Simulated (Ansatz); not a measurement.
BC5:
Space group P3m1 (No. 156); a = 2.538 Å, b = 2.538 Å, c = 6.363 Å, α = 90.00°, β = 90.00°, γ = 120.00°

```json
[
 {"atom": "B", "site": "1a", "symmetry": "3m.", "x": "0.0000", "y": "0.0000", "z": "0.0036"},
 {"atom": "C", "site": "1b", "symmetry": "3m.", "x": "0.3333", "y": "0.6667", "z": "0.1112"},
 {"atom": "C", "site": "1b", "symmetry": "3m.", "x": "0.3333", "y": "0.6667", "z": "0.3464"},
 {"atom": "C", "site": "1c", "symmetry": "3m.", "x": "0.6667", "y": "0.3333", "z": "0.4288"},
 {"atom": "C", "site": "1c", "symmetry": "3m.", "x": "0.6667", "y": "0.3333", "z": "0.6719"},
 {"atom": "C", "site": "1a", "symmetry": "3m.", "x": "0.0000", "y": "0.0000", "z": "0.7504"}
]
```

Relaxed at zero pressure with PBEsol (plane waves, PAW; program Ansatz).

Question: The volume is raised by 6 % and shape and atoms relax at that volume. What pressure results, and how do the axes share the change?

Answer: -20.4 GPa; a 2.0 %, b 2.0 %, c 1.8 %; the energy rises by 24 meV/atom.

Question: Give the new structure.

Answer: 
Space group P3m1 (No. 156); a = b = 2.589 Å, c = 6.481 Å, α = β = 90.00°, γ = 120.00°

```
atom  site  symmetry       x       y       z
----  ----  --------  ------  ------  ------
B       1a       3m.  0.0000  0.0000  0.0041
C       1b       3m.  0.3333  0.6667  0.1118
C       1b       3m.  0.3333  0.6667  0.3461
C       1c       3m.  0.6667  0.3333  0.4288
C       1c       3m.  0.6667  0.3333  0.6714
C       1a       3m.  0.0000  0.0000  0.7502
```

The phase is kept; no other phase was compared at this pressure.

The start of the workflow was typed in or built on a structure type; the Crystallography Open Database copy checked does not list it. Its standing as an ambient phase is unchecked. The PBEsol relaxation kept the symmetry of its start; of distortions, only those at the zone centre were tested. Its formation energy is positive at this level, so the cell may be metastable or incomplete.

Potentials: the earlier of the program's two PAW sets.
